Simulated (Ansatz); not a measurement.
**Li2BBr2: start and end of a relaxation**

Recipe of this trial structure of Li2BBr2: close-packed metal layers stacked ABC, with sites between them filled layer by layer (P3m1, No. 156) (elements of the layers in order: Li Li B). Lengths were set from tabulated atomic sizes, so they are only a guess.

start.cif

```cif
data_structure
_symmetry_space_group_name_H-M 'P 1'
_symmetry_Int_Tables_number 1
_cell_length_a 3.4789
_cell_length_b 3.4789
_cell_length_c 8.3644
_cell_angle_alpha 90.000
_cell_angle_beta 90.000
_cell_angle_gamma 120.000
_cell_volume 87.67
loop_
_atom_site_label
_atom_site_type_symbol
_atom_site_fract_x
_atom_site_fract_y
_atom_site_fract_z
_atom_site_occupancy
Li1 Li 0.00000 0.00000 0.00000 1
Li2 Li 0.33333 0.66667 0.49910 1
B1 B 0.66667 0.33333 0.72785 1
Br1 Br 0.33333 0.66667 0.19178 1
Br2 Br 0.33333 0.66667 0.79333 1
```

These are results of DFT PBE, scalar-relativistic, plane waves, PAW (Ansatz), not measurements. Cutoff 420 eV, Gaussian smearing, Γ-centred meshes. Cell and atoms relax first on a coarse mesh and then on a finer one. In between, the cell is made exact in the group found at 0.06 Å. In metals the finer mesh still leaves noise of several meV/atom or more. The steps can't lower the symmetry of their start. No spin polarisation.

end.cif

```cif
data_structure
_symmetry_space_group_name_H-M 'P 1'
_symmetry_Int_Tables_number 1
_cell_length_a 3.8616
_cell_length_b 3.8616
_cell_length_c 8.8260
_cell_angle_alpha 90.000
_cell_angle_beta 90.000
_cell_angle_gamma 120.000
_cell_volume 113.98
loop_
_atom_site_label
_atom_site_type_symbol
_atom_site_fract_x
_atom_site_fract_y
_atom_site_fract_z
_atom_site_occupancy
Li1 Li 0.00000 0.00000 0.07855 1
Li2 Li 0.33333 0.66667 0.49182 1
B1 B 0.66667 0.33333 0.65848 1
Br1 Br 0.33333 0.66667 0.20162 1
Br2 Br 0.33333 0.66667 0.78160 1
```

The symmetry stays P3m1 (No. 156). The volume per atom grows by 30.0 %, from 17.5 to 22.8 Å³. The shortest distance goes from 2.08 Å (B–Br) to 2.48 Å (B–Br and Li–Br). The energy falls by about 0.35 eV/atom (the start's value is from the coarse mesh).

* Volume per atom: 22.8 Å³
* Density: 2.7 g/cm³
* Formation energy: −0.08 eV/atom
* Gap on the 12×12×4 mesh of the 5-atom cell: 0 eV (a metal)

Formation energies are uncorrected and refer to the elements' standard structures at the same level. The references include crystalline Br. Whether it is stable depends on the other phases of the system, which aren't compared here.

The last run used Gaussian smearing of 0.10 eV. Weakly bound directions are ill-defined at this level, which has no dispersion term. An odd number of electrons in the primitive cell allows no gap without spin; a larger cell or a magnetic state could open one. The cell is a metal run without spin; a magnetic state may lie lower. The reference form of Br is held partly by dispersion forces, which this level lacks. A structure relaxed within its symmetry needn't be a true minimum. In all, the 3 runs took 3 min on 1 thread of Intel(R) Xeon(R) Processor @ 2.50GHz (Skylake/Cascade Lake) (shared host).
